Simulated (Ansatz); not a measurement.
C:
```
CELL_PARAMETERS angstrom
      1.22811    -2.12632     0.00000
      1.22811     2.12632     0.00000
      0.00000     0.00000     7.14992
ATOMIC_POSITIONS crystal
  C  0.58334 0.41666 0.75011
  C  0.41666 0.58334 0.24989
  C  0.91666 0.08334 0.75011
  C  0.08334 0.91666 0.24989
```

Relaxed with r²SCAN. Special points in fractions of this cell's reciprocal vectors: Γ (0.000, 0.000, 0.000); Y (-0.500, 0.500, 0.000); C0 (-0.333, 0.667, 0.000); Σ0 (0.333, 0.333, 0.000); Z (0.000, 0.000, 0.500); A0 (0.333, 0.333, 0.500); E0 (-0.333, 0.667, 0.500); T (-0.500, 0.500, 0.500); S (0.000, 0.500, 0.000); R (0.000, 0.500, 0.500).

### Question
List the band energies nearest the Fermi level at these points for r²SCAN in the plane-wave PAW code Ansatz.

### Answer
In eV from the Fermi level; about four levels below and three above (degenerate sets whole), none deeper than 8.9 eV; points with the same levels are listed once.

```
k                     below                above
--  -----------------------  -------------------
Γ   -3.18 -3.18 -3.17 -3.17       3.95 8.79 8.82
Y   -6.80 -6.77 -2.95 -1.92       1.26 2.50 7.70
C0              -0.39 -0.11      0.21 0.58 10.76
Z   -3.18 -3.18 -3.18 -3.18  6.24 6.24 8.82 8.82
A0                        –  0.06 0.06 0.07 0.07
T   -6.79 -6.79 -2.47 -2.47  1.83 1.83 7.82 7.82
S   -6.78 -6.78 -2.52 -2.52  1.97 1.97 7.84 7.84
R   -6.78 -6.78 -2.47 -2.47  1.84 1.84 7.84 7.84
```

Space group Fmmm. The first step of the workflow began from a Materials Project structure, measured or hypothetical; the Crystallography Open Database files this formula in space group No. 69, but the cells were not matched. It is not the phase usual at ambient conditions (space group No. 194, 227). The r²SCAN relaxation kept the symmetry of its start; its stability against distortions is not shown here. A crystal of weakly bound layers computed without a dispersion correction: the cell and the soft elastic constants depend strongly on that. Point labels and valley counts follow the cell and symmetry of the run, lower than the named group. The Fermi level of a semimetal is unsure by some 0.05 eV on such meshes.

Potentials: the later of the program's two PAW sets.
